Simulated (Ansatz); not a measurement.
**VSi2 (P6_422): electronic heat capacity from the density of states**

Theory: DFT r2SCAN, scalar-relativistic, plane waves, PAW (Ansatz 0.2.0).

Cutoff 500 eV; k points 12×12×6 on the computed 9-atom cell (Γ-centred); Gaussian smearing, width 0.10 eV; collinear spin from starting moments 0.22 0.22 0.22 0 0 0 0 0 0 μB.

Relaxed cell: P6_422, a = 4.529 Å, b = 4.529 Å, c = 6.330 Å, α = 90.00°, β = 90.00°, γ = 120.00°, 9 atoms in the primitive cell. Whether it is the stable form of this composition wasn't checked.

The density of states at the Fermi level is 4.749 states/eV in the cell of 9 atoms (3 formula units; both spins, tetrahedra on a 18×18×9 mesh). The run ends with a moment of 0.66 μB a cell (largest on a site 0.20 μB), and the figure is for this state; a paramagnetic sample can have a quite different one.

Task: What Sommerfeld coefficient does this give?

Result: Per formula unit N(E_F) = 1.583 states/eV. γ = (π²/3) k_B² N(E_F) N_A = 2.357 mJ/(mol K²) per state/eV, so γ = 3.7 mJ/(mol K²), a mole of formula units. This is the bare band result: a measured γ of the same phase and magnetic order is as a rule larger by a factor 1 + λ from phonons and spin fluctuations. N(E_F) at one energy is sensitive to the mesh where the density of states has sharp peaks.

The state reached may not be the lowest one.

Only this magnetic start was tried.

Cost: 1 run of about 16 core-minutes, on Oxide Virtual Turin-like Processor (Zen 5) (shared hosts).